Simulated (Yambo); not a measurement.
A G0W0@PBEsol run in Yambo for BaO (rock salt, space group Fm-3m, No. 225) (4×4×4 Γ-centred k mesh, 196 bands and a 10 Ry block in the screening, 196 bands in G with the Bruneval-Gonze terminator, plasmon pole fitted at 27.2 eV) gives these matrix elements, in eV, at the band edges (X → X):

```
state               E0    <Vxc>     <Σx>  <Σc(E0)>      Z
---------------  -----  -------  -------  --------  -----
valence edge     0.000  -18.548  -23.365     3.759  0.774
conduction edge  1.794   -8.897   -4.546    -3.801  0.846
```

Solve the linearised quasiparticle equation for both states, give the gap, and say how exchange and correlation each act on it.

E = E0 + Z(Σx + Σc − Vxc). Valence: 0.000 + 0.774 × (-23.365 + (3.759) − (-18.548)) = -0.82 eV. Conduction: 1.794 + 0.846 × (-4.546 + (-3.801) − (-8.897)) = 2.26 eV. The gap is 3.08 eV, against 1.79 eV in PBEsol. Replacing Vxc by bare exchange alone would open it by 9.17 eV; correlation takes back 7.56 eV of that, and Z scales what is left. Convergence of the G0W0 settings was not tested. 

Geometry relaxed with PBEsol; primitive cell a = b = c = 3.879 Å, α = β = γ = 60.00°.
